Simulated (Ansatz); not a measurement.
MoW (rock salt), relaxed with PBE (Ansatz, a first-principles code, plane waves, PAW): a = b = c = 5.2400 Å, α = β = γ = 90.00°.

| Property | Result |
|---|---|
| ΔH_f (eV/atom) | 1.31 |
| B₀ by P(V) fit (GPa) | 200 |

**Question.** The same phase is relaxed and computed with PBEsol in the same code. What are the cell and these values now?

**Answer.** a = b = c = 5.1797 Å, α = β = γ = 90.00°.

ΔH_f (eV/atom): 1.36
B₀ by P(V) fit (GPa): 219

Typed or built starts, not in the databases checked: MoW, rock salt. Unstable at this level: MoW, rock salt with PBEsol. All cells were relaxed under the symmetry of their starts (and spin orders); stability against distortions was not tested throughout. Rows with no word on spin ran without spin polarisation. Scalar-relativistic: spin–orbit coupling is off unless named, which matters more the heavier the elements.

Potentials: the later of the program's two PAW sets.

Ansatz is a plane-wave DFT program.

Formation energies count from the lowest solids of the elements computed at the same level, not from gases.
